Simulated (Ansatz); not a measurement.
Given:

SrIr₂:
```xyz
6
Lattice="0.0000 3.8485 3.8485 3.8485 0.0000 3.8485 3.8485 3.8485 0.0000" Properties=species:S:1:pos:R:3 pbc="T T T"
Sr     5.7727     5.7727     5.7727
Sr     3.8485     3.8485     3.8485
Ir     2.8864     0.9621     2.8864
Ir     0.9621     0.9621     0.9621
Ir     0.9621     2.8864     2.8864
Ir     2.8864     2.8864     0.9621
```

This is the r²SCAN-relaxed structure.

Problem. All from the program Ansatz at the r²SCAN level (PAW), unless another level is named. Give the density of states at the Fermi level.

Solution. 1.2 states/eV per atom (mean over ±0.08 eV).

Problem. Next, the formation energy from the elements (no fitted shifts)?

Solution. -0.32 eV/atom.

Space group Fd-3m (cubic Laves (MgCu2 type)). The workflow started from a Materials Project entry (that database holds measured and hypothetical structures alike); the Crystallography Open Database files this formula in space group No. 227, but the cells were not matched. Whether it is the stable phase at ambient conditions was not checked. Symmetry was held in the r²SCAN relaxation; its stability against distortions is not shown here. The run is not spin-polarised. The references are the lowest solids computed at this level, not always the standard phases. Scalar-relativistic: spin–orbit coupling is off unless named, which matters more the heavier the elements.

Potentials: the later of the program's two PAW sets.
